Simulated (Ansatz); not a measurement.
YGa2Ni:
```yaml
crystal:
  lattice:
    - [2.03428, -5.07997, 0.00000]
    - [2.03428, 5.07997, 0.00000]
    - [0.00000, 0.00000, 6.63217]
  atoms:
    - { symbol: Ga, position: [0.64947, 0.35053, 0.55508] }
    - { symbol: Ga, position: [0.35053, 0.64947, 0.05508] }
    - { symbol: Ga, position: [0.35053, 0.64947, 0.44492] }
    - { symbol: Ga, position: [0.64947, 0.35053, 0.94492] }
    - { symbol: Ni, position: [0.21169, 0.78831, 0.75000] }
    - { symbol: Ni, position: [0.78831, 0.21169, 0.25000] }
    - { symbol: Y, position: [0.93124, 0.06876, 0.75000] }
    - { symbol: Y, position: [0.06876, 0.93124, 0.25000] }
```

Relaxed with r²SCAN. Special points in fractions of this cell's reciprocal vectors: Γ (0.000, 0.000, 0.000); Y (-0.500, 0.500, 0.000); C0 (-0.290, 0.710, 0.000); Σ0 (0.290, 0.290, 0.000); Z (0.000, 0.000, 0.500); A0 (0.290, 0.290, 0.500); E0 (-0.290, 0.710, 0.500); T (-0.500, 0.500, 0.500); S (0.000, 0.500, 0.000); R (0.000, 0.500, 0.500).

Q: List the band energies nearest the Fermi level at these points for plane-wave PAW r²SCAN (Ansatz code).

A: In eV from the Fermi level; about four levels below and three above (degenerate sets whole), none deeper than 8.9 eV; points with the same levels are listed once.

```csv
k,below,above
Γ,-1.49 -1.38 -0.67 -0.34,0.27 0.84 0.95
Y,-1.70 -1.67 -1.17 -0.86,0.87 0.96 1.38
C0,-1.43 -0.74 -0.61 -0.07,1.21 1.38 1.72
Z,-0.45 -0.45 -0.44 -0.44,1.43 1.43 2.39 2.39
A0,-1.15 -1.15 -0.06 -0.06,1.44 1.44 2.54 2.54
T,-1.97 -1.97 -0.67 -0.67,0.07 0.07 0.72 0.72
S,-1.22 -1.17 -0.98 -0.26,1.01 1.51 1.91
R,-1.28 -1.28 -0.72 -0.72,1.30 1.30 2.73 2.73
```

Space group Cmcm. The workflow started from an entry of the Crystallography Open Database (COD). Its standing as an ambient phase is unchecked. The cell was relaxed with r²SCAN under the symmetry of its start; whether a distortion lowers the energy is not shown. The workflow began spin-polarised and lost its moments. Scalar-relativistic: spin–orbit coupling is off unless named, which matters more the heavier the elements.

Potentials: the later of the program's two PAW sets.
